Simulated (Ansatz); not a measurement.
A geometry of Pt away from equilibrium: step 6 of the relaxation of a relaxed Pt cell, doubled along one cell vector, shaken by Gaussian noise of σ = 0.08 Å a coordinate. The numbers are results of r2SCAN (plane waves to 500 eV, PAW, scalar-relativistic; Ansatz, a program for electronic structure), not measurements. Γ-centred k-mesh 13×13×2 on the run's cell (coarser than for final values), Fermi–Dirac smearing 0.05 eV.

```
CELL_PARAMETERS angstrom
      2.74470    -0.00238    -0.00092
     -1.37441     2.37924     0.00137
     -0.00621     0.00703    18.92833
ATOMIC_POSITIONS crystal
  Pt 0.00529 0.03381 0.99999
  Pt 0.98887 0.97302 0.49988
  Pt 0.98533 0.02370 0.24926
  Pt 0.01068 0.99293 0.74954
  Pt 0.40762 0.83725 0.12443
  Pt 0.41265 0.76656 0.62556
  Pt 0.56575 0.19557 0.37555
  Pt 0.60627 0.20940 0.87362
```

Question: Predict the force on each atom, in eV/Å.

Answer: 
| atom | Fx | Fy | Fz |
|---|---|---|---|
| Pt1 | 0.04 | -0.01 | -0.18 |
| Pt2 | -0.03 | 0.01 | 0.13 |
| Pt3 | 0.04 | -0.01 | 0.14 |
| Pt4 | 0.00 | 0.00 | 0.01 |
| Pt5 | -0.04 | 0.14 | 0.03 |
| Pt6 | -0.07 | 0.09 | -0.15 |
| Pt7 | 0.07 | -0.12 | -0.18 |
| Pt8 | -0.01 | -0.11 | 0.20 |

Question: What is the pressure?

Answer: -0.6 GPa, compression positive.

No spin polarisation in the result.

The end of the path is a generated cell of Pt: the first start was made by placing the elements on the sites of a structure type, and the end was not matched to a known phase here, so it may be hypothetical. Known forms of Pt include space group No. 225.
